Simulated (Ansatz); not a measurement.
Relaxed-ion elastic tensor of KF (rock salt, Fm-3m) in GPa (Voigt order), the program Ansatz at the LDA level (PAW); density 2.80 g/cm³, 17.20 Å³ per atom.

```csv
,1,2,3,4,5,6
1,96.3,17.4,17.4,0.0,0.0,0.0
2,17.4,96.3,17.4,0.0,0.0,0.0
3,17.4,17.4,96.3,0.0,0.0,0.0
4,0.0,0.0,0.0,13.6,0.0,0.0
5,0.0,0.0,0.0,0.0,13.6,0.0
6,0.0,0.0,0.0,0.0,0.0,13.6
```

Is the crystal mechanically stable?

Yes: the smallest eigenvalue of C is 13.6 GPa.

Work out the Voigt, Reuss and Hill averages.

K_V = 43.7, K_R = 43.7, K_H = 43.7; G_V = 23.9, G_R = 18.4, G_H = 21.1 GPa.

Give Young's modulus, Poisson's ratio, Pugh's ratio and the universal anisotropy index.

E = 9KG/(3K + G) = 54.6 GPa; ν = 0.29; K/G = 2.06 (ductile by the Pugh limit of 1.75); A_U = 5G_V/G_R + K_V/K_R − 6 = 1.50.

Estimate the sound speeds and the Debye temperature.

v_l = √((K + 4G/3)/ρ) = 5060 m/s, v_t = √(G/ρ) = 2750 m/s, mean 3060 m/s; Θ = (h/k)(3n/4πV)^(1/3) v_m = 353 K.

Give the Zener ratio and Young's modulus along [100], [110] and [111].

A = 2C44/(C11 − C12) = 0.34; 1/E = S11 − 2(S11 − S12 − S44/2)Γ with Γ = 0, 1/4, 1/3 gives 91.0, 43.3, 36.9 GPa.

Solve the Christoffel equation for the three sound speeds along [100], [110], [111].

Eigenvalues of C_ijkl n_j n_l equal ρv². In km/s, slowest first: [100] 2.20, 2.20, 5.86; [110] 2.20, 3.75, 5.01; [111] 3.31, 3.31, 4.69.

Symmetry was held in the LDA relaxation; phonons on a q-mesh show no instability.

Potentials: the later of the program's two PAW sets.
